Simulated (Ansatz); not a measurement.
RuC:
```cif
data_C3Ru3
_chemical_formula_sum 'Ru3 C3'
_space_group_name_H-M_alt 'Pm-3m'
_space_group_IT_number 221
_space_group_name_Hall '-P 4 2 3'
_cell_length_a 4.07460
_cell_length_b 4.07460
_cell_length_c 4.07460
_cell_angle_alpha 90.000
_cell_angle_beta 90.000
_cell_angle_gamma 90.000
loop_
_atom_site_label
_atom_site_type_symbol
_atom_site_symmetry_multiplicity
_atom_site_Wyckoff_symbol
_atom_site_fract_x
_atom_site_fract_y
_atom_site_fract_z
_atom_site_occupancy
Ru1 Ru 3 c 0.00000 0.50000 0.50000 1
C1 C 3 d 0.00000 0.00000 0.50000 1
```

Relaxed with PBE.

Task: Which orbitals make up the states near the Fermi level in DFT-PBE in the program Ansatz with PAW potentials?

Result: Within 0.5 eV of the Fermi level: Ru 4d 73 %, C 2p 22 %. Projections are on Löwdin-orthogonalised atomic valence shells; empty p or d shells of many metals are not among them.

Task: Tabulate the density of states.

Result: States/eV per cell of 6 atoms, in 0.25 eV bins, energy from the Fermi level.

| E (eV) | total | Ru 4d | C 2p | Ru 5s |
|---|---|---|---|---|
| -7.85 | 0.10 | 0.05 | 0.05 | 0.00 |
| -7.60 | 0.23 | 0.12 | 0.10 | 0.00 |
| -7.35 | 0.37 | 0.19 | 0.17 | 0.00 |
| -7.10 | 0.77 | 0.37 | 0.36 | 0.02 |
| -6.85 | 3.55 | 1.74 | 1.61 | 0.15 |
| -6.60 | 4.23 | 1.95 | 1.98 | 0.21 |
| -6.35 | 3.81 | 1.80 | 1.75 | 0.14 |
| -6.10 | 4.45 | 2.10 | 2.05 | 0.14 |
| -5.85 | 4.34 | 2.06 | 1.97 | 0.12 |
| -5.60 | 4.55 | 2.28 | 1.90 | 0.14 |
| -5.35 | 5.82 | 3.06 | 2.39 | 0.11 |
| -5.10 | 4.37 | 2.41 | 1.64 | 0.12 |
| -4.85 | 4.09 | 2.40 | 1.30 | 0.19 |
| -4.60 | 5.56 | 3.68 | 1.35 | 0.28 |
| -4.35 | 5.62 | 3.99 | 1.30 | 0.15 |
| -4.10 | 1.98 | 1.09 | 0.77 | 0.04 |
| -3.85 | 4.64 | 3.05 | 1.14 | 0.27 |
| -3.60 | 5.27 | 3.74 | 1.20 | 0.16 |
| -3.35 | 3.58 | 2.54 | 0.84 | 0.06 |
| -3.10 | 4.50 | 3.01 | 1.20 | 0.07 |
| -2.85 | 5.38 | 3.73 | 1.32 | 0.10 |
| -2.60 | 3.54 | 2.73 | 0.67 | 0.05 |
| -2.35 | 5.62 | 4.59 | 0.71 | 0.17 |
| -2.10 | 7.11 | 5.68 | 1.05 | 0.15 |
| -1.85 | 4.18 | 3.29 | 0.67 | 0.09 |
| -1.60 | 3.87 | 3.02 | 0.64 | 0.10 |
| -1.35 | 2.47 | 1.71 | 0.61 | 0.04 |
| -1.10 | 5.95 | 4.11 | 1.59 | 0.03 |
| -0.85 | 1.42 | 1.04 | 0.29 | 0.02 |
| -0.60 | 1.45 | 1.19 | 0.17 | 0.02 |
| -0.35 | 3.01 | 2.25 | 0.57 | 0.02 |
| -0.10 | 4.56 | 3.49 | 0.83 | 0.02 |
| 0.15 | 4.68 | 3.30 | 1.15 | 0.03 |
| 0.40 | 3.55 | 2.42 | 0.92 | 0.03 |
| 0.65 | 3.84 | 2.35 | 1.23 | 0.04 |
| 0.90 | 3.47 | 1.95 | 1.37 | 0.02 |
| 1.15 | 3.96 | 1.88 | 1.93 | 0.02 |
| 1.40 | 4.34 | 2.02 | 2.14 | 0.04 |
| 1.65 | 5.23 | 2.43 | 2.53 | 0.06 |
| 1.90 | 5.00 | 2.27 | 2.46 | 0.08 |
| 2.15 | 3.92 | 1.79 | 1.92 | 0.12 |
| 2.40 | 3.95 | 1.75 | 1.97 | 0.17 |
| 2.65 | 4.02 | 1.65 | 2.15 | 0.16 |
| 2.90 | 2.34 | 0.84 | 1.41 | 0.04 |
| 3.15 | 1.00 | 0.34 | 0.61 | 0.01 |
| 3.40 | 0.43 | 0.18 | 0.20 | 0.01 |
| 3.65 | 0.58 | 0.25 | 0.22 | 0.02 |
| 3.90 | 0.79 | 0.34 | 0.26 | 0.03 |
| 4.15 | 1.00 | 0.43 | 0.33 | 0.05 |
| 4.40 | 1.34 | 0.56 | 0.44 | 0.08 |
| 4.65 | 2.03 | 0.83 | 0.69 | 0.15 |

The start of the workflow was typed in or built on a structure type; neither database checked (COD, Materials Project) lists it. Whether it is the stable phase at ambient conditions was not checked. Symmetry was held in the PBE relaxation; its stability against distortions is not shown here. No spin polarisation was allowed. Its formation energy is positive at this level, so the cell may be metastable or incomplete. Scalar-relativistic: spin–orbit coupling is off unless named, which matters more the heavier the elements.

Potentials: the earlier of the program's two PAW sets.
